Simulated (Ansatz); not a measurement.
**FeO, one structure, two calculations**

Cell: a structure deposited in the COD, atoms as given.

```
Fe O
1.0
     1.51882    0.87689    2.51958
    -1.51882    0.87689    2.51958
     0.00000   -1.75378    2.51958
Fe O
1 1
Direct
  0.00000 0.00000 0.00000
  0.50000 0.50000 0.50000
```

Atoms are numbered from 1 in the order listed; like atoms form one site, named after its first atom.

First run. Method: Kohn–Sham DFT in Ansatz, PBE, plane waves and PAW, scalar-relativistic, collinear spin, 420 eV cutoff, Γ-centred 10×10×10 k-points, Fermi–Dirac smearing 0.02 eV. Start moments as typed (μB): 4 on each Fe, none on the rest.

```
site  atom  V_zz (10²¹ V/m²)     η  m (μB)
  Fe     1              0.11  0.00    3.45
   O     2              0.31  0.00    0.32
```

Second run. The same atoms and settings, except that the mesh is 13×13×13 and the Fermi–Dirac smearing is 0.05 eV.

Task: What does the second run give?

Result: 

| site | atom | V_zz | η | change of V_zz | m (μB) |
| --- | --- | --- | --- | --- | --- |
| Fe | 1 | 0.086 | 0.00 | -0.02 | 3.45 |
| O | 2 | 0.30 | 0.00 | -0.01 | 0.32 |

No V_zz moves by more than 0.03. Isomer shifts (Fe against α-Fe, from the density at the nucleus and a line fitted to measured compounds for each functional; the lines scatter by about 0.1 mm/s, so smaller changes between functionals mean little): Fe 1.11 → 1.12 mm/s.

Semilocal functionals can leave a metal where correlation in the d or f shell opens a gap in the real compound, and that would change the values at and beside Fe. With these PAW files V_zz is typically within 2 to 3 % of all-electron values, but misses above 10 % occur on Fe. Measured FeO orders antiferromagnetically, but in this run all moments are parallel, as the start or the cell imposes: fields and spin densities carried over to other atoms belong to this order alone, and gaps, moments and gradients can differ too.
